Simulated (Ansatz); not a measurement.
Sn3Bi: do energies and stresses tell the same story?

Theory: DFT PBEsol, scalar-relativistic, plane waves, PAW in Ansatz 0.2.0.

Settings: cutoff 420 eV, Γ-centred mesh 10×10×10 on the computed 4-atom cell, Gaussian smearing of 0.10 eV; no spin polarisation.

Relaxed cell: Fm-3m, a = 7.594 Å, b = 7.594 Å, c = 7.594 Å, α = 90.00°, β = 90.00°, γ = 90.00°, 4 atoms in the primitive cell. Whether it is the stable form of this composition wasn't checked.

Energies at zero smearing and pressures from the stress tensor, at volumes with shape and atoms relaxed:
| V (Å³/atom) | E − E(first) (meV/atom) | P (GPa) |
| --- | --- | --- |
| 24.091 | 0.00 | 9.60 |
| 24.912 | -41.34 | 6.57 |
| 25.734 | -68.50 | 4.01 |
| 26.555 | -83.55 | 1.84 |
| 27.376 | -88.27 | 0.00 |
| 28.197 | -84.19 | -1.56 |
| 29.019 | -72.76 | -2.87 |
| 30.114 | -48.04 | -4.30 |

Q: Check P = −dE/dV between neighbouring volumes, and get the bulk modulus from the pressures alone.

A: With 1 eV/Å³ = 160.2 GPa:
```tsv
middle V (Å³/atom)	−ΔE/ΔV (GPa)	mean P (GPa)
24.502	8.065	8.080
25.323	5.297	5.287
26.144	2.937	2.923
26.966	0.919	0.917
27.787	-0.796	-0.781
28.608	-2.230	-2.213
29.566	-3.616	-3.585
```

The two differ by 0.03 GPa at most. The mean of two end pressures misses the average over a step by about ΔV² P″/12, up to 0.04 GPa here; with that taken off 0.05 GPa remains. The stress is the derivative of the free energy, not of the energy at zero smearing, and with free energies 0.00 GPa remains. Around V = 27.376 Å³/atom, the two neighbours give B = −V ΔP/ΔV = 27.376 × 3.40 / 1.643 = 56.6 GPa, against B0 = 56.4 GPa from the Birch–Murnaghan fit of the energies.

Spin–orbit coupling is left out, which can shift energies with elements as heavy as these.